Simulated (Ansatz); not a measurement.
A generated cell, not matched to a known phase here, of MgO₂: I4/mmm (No. 139), tI6; a = b = 3.8575 Å, c = 3.7724 Å, α = β = γ = 90.00°; Mg 2a (0.000, 0.000, 0.000); O 4d (0.000, 0.500, 0.250). Computed with PBEsol (plane waves to 420 eV, PAW, scalar-relativistic; Ansatz, a first-principles code). Element references, the lowest calculated here: Mg (P6₃/mmc), O (C2/m, ferromagnetic, forced by one molecule a cell; α-O2 is antiferromagnetic); gases are represented by their molecular solids.

Question: What formation energy of this I4/mmm form of MgO2 from the elements does PBEsol give?

Answer: -1.39 eV/atom.

Question: How does this cell stand against the other phases calculated?

Answer: It lies 0.46 eV/atom above their hull: MgO2 → MgO + O (MgO Fm-3m, O C2/m) releases that much. A lower structure of this composition may exist.

This is the hull of the energies calculated here, no anion corrections; phases that were not calculated are missing from it. Values are rounded to 0.01 eV/atom. Not shown to be the ambient phase of their composition (a lower form may be missing, and a cell relaxed within its start's symmetry can be a saddle point): MgO2 (I4/mmm). The compounds carry no spin polarisation.
